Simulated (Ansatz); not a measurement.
The end point of a relaxation of ZnSnO₃. Method: PBEsol (plane waves to 420 eV, PAW, scalar-relativistic; Ansatz, a quantum-chemistry and plane-wave program).

```xyz
20
Lattice="5.3161 0.0000 0.0000 0.0000 7.8245 0.0000 0.0000 0.0000 5.3040" Properties=species:S:1:pos:R:3 pbc="T T T"
Zn     2.5030     1.9561     0.0454
Zn     5.1610     1.9561     2.6066
Zn     2.8131     5.8684     5.2586
Zn     0.1551     5.8684     2.6974
Sn     0.0000     0.0000     0.0000
Sn     2.6581     3.9123     2.6520
Sn     0.0000     3.9123     0.0000
Sn     2.6581     0.0000     2.6520
O      0.5107     1.9561     0.6739
O      3.1688     1.9561     1.9781
O      4.8054     5.8684     4.6302
O      2.1473     5.8684     3.3259
O      1.7477     4.4667     0.8865
O      4.4058     7.2700     1.7655
O      3.5684     0.5545     4.4175
O      0.9103     3.3578     3.5386
O      3.5684     3.3578     4.4175
O      0.9103     0.5545     3.5386
O      1.7477     7.2700     0.8865
O      4.4058     4.4667     1.7655
```

Question: Find the space group and the Wyckoff positions (tolerance 0.01 Å).

Answer: Space group Pnma (No. 62); a = 5.316 Å, b = 7.825 Å, c = 5.304 Å, α = β = γ = 90.00°

```csv
atom,site,symmetry,x,y,z
Zn,4c,.m.,0.4708,0.2500,0.0086
Sn,4a,-1,0.0000,0.0000,0.0000
O,4c,.m.,0.0961,0.2500,0.1271
O,8d,1,0.1712,0.0709,0.6671
```

Question: Give the shortest distances between elements (the closest pairs, up to four, under 3.6 Å).

Answer: O–Zn 1.99 Å; O–Sn 2.04 Å; O–O 2.77 Å; Sn–Zn 3.18 Å.

```yaml
volume_per_atom: 11.03 Å³
band_gap: 1.27 eV, direct within 0.03 eV (at Γ) (no spin-orbit coupling)
smallest_direct_gap: 1.29 eV at Γ
```

No spin polarisation in the result.

The run could not lose the symmetry of its start.

The first start was generated by placing the elements on the sites of a structure type. Materials Project lists a structure of ZnSnO3 in the same space group, Pnma (No. 62); the sites were not compared with it, nor with measured phases.
